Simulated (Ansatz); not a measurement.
input.yaml (Ansatz)

```yaml
crystal:
  lattice:
    - [4.6218321144, 0.0, 0.0]
    - [0.0, 4.6218321144, 0.0]
    - [0.0, 0.0, 4.6218321144]
  atoms:
    - { symbol: Rb, position: [0.0, 0.0, 0.0] }
hamiltonian:
  xc: r2scan
  pseudopotentials:
    kind: paw
    azcp:
      Rb: "pseudopotentials/Rb.paw.azcp"
basis:
  ecutwfc: 500
  fft_grid_basis: typed
kpoints:
  mp_grid: { grid: [11, 11, 11], shift: [0, 0, 0] }
magnetization:
  spin_polarized: false
scf:
  occupations: { method: fermi_dirac, width: 0.1 }
output:
  write_density: true
  write_potential: true
  elf: true
  volumetric_format: npy
```

Terminal output

```
Engine: ansatz 0.2.0, x86_64-unknown-linux-gnu
Pseudopotentials: kind: paw
Pseudopotential: Rb, paw, valence charge 9, recommended cutoff 500 eV (meta_gga) 
Functional definition: r2SCAN
  parameter k0 = 0.174
  parameter k1 = 0.065
  parameter a1 = 4.9479
  exchange = r2scan_x(k0 = k0, k1 = k1, a1 = a1)
  correlation = r2scan_c
Crystal: 1 atoms, lattice volume = 98.728 Å³
Basis set: ecut = 500 eV, 2517 PW (Γ), exchange–correlation on 144×144×144 points (64 copies of the dense FFT grid, shifted against one another)
Bands: 9, of which v1, the nominal top of the filled ones, is band 5 counted from 1 (4 counted from 0)
Symmetry: 48 space group operations
Space group: Pm-3m (ITA 221), of the structure as read, at distance tolerance 4.6e-5 Å
k-points: 56 of 1331
Non-local potential: Rb, projectors of the file, l = 0: 3, l = 1: 2, l = 2: 2
PAW form: soft (Blöchl's): semilocal exchange-correlation on the pseudo side does not see the compensation charge
PAW frozen core: Rb, regenerated for the run's functional (the file was generated under x = pbe(κ = 0.804, μ = 0.2195149727645171), c = pbe(β = 0.06672455060314922))
PAW one-centre angular grid: Rb, 302 points (default); XC on 160 Gauss nodes
Initial density: superposition of atomic densities (neutral atoms: chi_scale 0, normalization atom), corrected by the library's trained network
Initial wavefunctions: pseudopotential atomic-orbital guess
Functional: x = r2scan, c = r2scan; τ floored in thin density (d = 2e-4 eV/Å³)
SCF iter   1: F=—  HF=-3277.904628 eV  |F-HF|=—  |Δ(HF+E_count)|=         —  Δρ=2.45e-3  dr2=3.40e-3  dr2_τ=5.91e-4  ethr=1.77e-3  ⟨swp⟩=7.6  Hψ=4264  notcnv=0
SCF iter   2: F=—  HF=-3277.908293 eV  |F-HF|=—  |Δ(HF+E_count)|=   3.66e-3  Δρ=1.57e-3  dr2=1.75e-3  dr2_τ=7.52e-5  ethr=3.78e-5  ⟨swp⟩=2.6  Hψ=1435  notcnv=0
SCF iter   3: F=—  HF=-3277.910762 eV  |F-HF|=—  |Δ(HF+E_count)|=   2.47e-3  Δρ=3.33e-4  dr2=1.25e-4  dr2_τ=2.56e-5  ethr=1.94e-5  ⟨swp⟩=2.0  Hψ=952  notcnv=0
SCF iter   4: F=—  HF=-3277.910877 eV  |F-HF|=—  |Δ(HF+E_count)|=   1.15e-4  Δρ=4.98e-4  dr2=1.32e-4  dr2_τ=7.64e-5  ethr=1.39e-6  ⟨swp⟩=2.0  Hψ=974  notcnv=0
SCF iter   5: F=—  HF=-3277.910766 eV  |F-HF|=—  |Δ(HF+E_count)|=   1.11e-4  Δρ=2.40e-5  dr2=2.05e-7  dr2_τ=1.81e-7  ethr=1.39e-6  ⟨swp⟩=2.8  Hψ=732  notcnv=0
SCF iter   6: F=—  HF=-3277.910765 eV  |F-HF|=—  |Δ(HF+E_count)|=   5.43e-7  Δρ=3.94e-6  dr2=9.04e-9  dr2_τ=4.45e-9  ethr=1.11e-9  ⟨swp⟩=5.8  Hψ=2407  notcnv=0
SCF iter   7: F=-3277.910765 eV  HF=-3277.910765 eV  |F-HF|=2.29e-10  |Δ(HF+E_count)|=   2.31e-9  Δρ=3.80e-7  dr2=1.59e-10  dr2_τ=1.64e-11  ethr=1.00e-10  ⟨swp⟩=1.0  Hψ=1490  notcnv=0
SCF 1 converged in 7 iterations: F = -3277.910765 eV  dr2 = 1.59e-10
SCF converged after 7 iterations
Free energy (F): -3277.910765 eV
Harris-Foulkes:  -3277.910765 eV  (|F-HF|=2.29e-10)
Internal energy: -3277.881393 eV  (E = F + TS)
E sigma→0 (E₀):  -3277.896079 eV
Entropy (-TS):   -0.029372 eV (-29.372 meV/atom)
Fermi energy:    1.705676 eV
--- Per-component energies (eV) ---
  E_band       = -129.244409
  E_kinetic    = 191.163470
  E_local      = -736.197604  (includes V_loc(G=0)·N_el)
  E_nonlocal   = 172.484657
  E_hartree    = 210.581750
  E_xc         = -122.939336
  E_vxc        = -148.627159  (∫ρ·V_xc dr)
  E_paw        = -2634.815446  (= ΣΔE_a)
  E_vpaw       = -37.513479  (= ΣTr[D̂ρ^β])
  E_aug_tail   = -0.000000  (compensation charges beyond the density's cutoff)
  E_vtau       = 8.282347  (kinetic-family band-sum trace: ∫τ·v_τ [+ j·A + Jᵃ·Aᵃ] dr)
  E_ewald      = -358.011955
  E_core_change = -0.146927  (= ΣΔE_core)
  E_smearing   = -0.029372  (= −TS)
  E_closure    = 0.000000  (closes the sum)
  Σ components = -3277.910765   (vs F -3277.910765, Δ=0.00e0)
--- Band table (eV; the first three rows and the last of 56) ---
  k-point 0: bands = ["-28.6463", "-12.1124", "-12.1124", "-12.1124", "-0.2806", "4.3099", "4.3099", "7.8549", "7.8549"]
  k-point 1: bands = ["-28.6460", "-12.1217", "-12.1116", "-12.1116", "-0.2038", "4.2585", "4.3499", "7.4124", "7.4124"]
  k-point 2: bands = ["-28.6451", "-12.1465", "-12.1094", "-12.1094", "0.0226", "4.0258", "4.4643", "6.9568", "6.9568"]
  k-point 55: bands = ["-28.6337", "-12.1961", "-12.1957", "-12.1957", "3.4919", "3.6921", "3.6921", "5.6876", "6.0334"]
```

Command:

```sh
ansatz run input.yaml --threads 1 --pin off --max-ram 3584MiB --backend cpu --events-out ev --progress --plain --runs-dir out
```

On 1 thread of Intel(R) Xeon(R) Platinum 8259CL CPU @ 2.50GHz (Skylake/Cascade Lake) (shared host) this took about 14 s of wall time and 13 s of CPU time.
